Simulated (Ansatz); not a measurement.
ZrB$_{2}$:
```
ZrB2
1.0
    3.17107     0.00000     0.00000
   -1.58553     2.74623     0.00000
    0.00000     0.00000     3.54225
Zr B
1 2
Cartesian
  0.00000   0.00000   0.00000
  0.00000   1.83082   1.77112
  1.58553   0.91541   1.77112
```

Relaxed with PBE.

### Question
List the phonon frequencies at the special points (DFPT on a 4×4×3 q-mesh, Fourier-interpolated; plane-wave PAW PBE (Ansatz code)).

### Answer
In cm⁻¹; no LO–TO term at Γ, as the run had none.

```
q                          frequencies
-  -----------------------------------
Γ        0 0 0 449 449 466 552 766 766
M  227 231 290 511 525 532 687 691 721
K  244 264 264 531 531 626 642 642 732
A  210 210 248 402 402 497 625 773 773
L  219 250 264 507 536 589 660 712 714
H  224 253 253 566 566 620 637 637 716
```

Space group P6/mmm. The PBE relaxation kept the symmetry of its start; phonons on a q-mesh show no instability. The run is not spin-polarised. As this level gives no gap, phonon frequencies hold no LO–TO term and depend on the k-mesh and smearing (Fermi–Dirac, 0.1 eV here).

Potentials: the later of the program's two PAW sets.
